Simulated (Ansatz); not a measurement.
All numbers below come from DFT PBE, scalar-relativistic, plane waves, PAW (Ansatz). All cells share a 420 eV cutoff and Γ-centred k meshes spaced at most about 0.3 Å⁻¹ (about 0.25 or finer for metals, 2π included). No spin polarisation in the final relaxations.

All energies are static (0 K, no zero-point motion). All come from trial cells, and lower structures may exist.

Question: These unrelaxed guesses for MgI are each relaxed within their symmetry. Order them by the energy at which they end, lowest first.
A.

```
Mg I
1.0
     3.86394    0.00000    0.00000
    -1.93197    3.34627    0.00000
     0.00000    0.00000    6.04825
Mg I
1 1
Direct
  0.00000 0.00000 0.00000
  0.33333 0.66667 0.50000
```

B.

```
Mg I
1.0
     0.00000    3.32514    3.32514
     3.32514    0.00000    3.32514
     3.32514    3.32514    0.00000
Mg I
1 1
Direct
  0.00000 0.00000 0.00000
  0.75000 0.75000 0.75000
```

Answer: A (ends in P-6m2, tungsten carbide type, 0 meV/atom), B (ends in F-43m, zinc blende type, 142 meV/atom).

These runs have no spin–orbit coupling, which can matter for I. In P-6m2, F-43m an odd number of electrons in the primitive cell allows no gap without spin; a larger cell or a magnetic state could open one. A magnetic state wasn't ruled out in cells without spin, among them F-43m. Cells relaxed within their symmetry can be saddle points. Some structure types and database cells were kept out of the candidates from the start, so a known form may be missing.
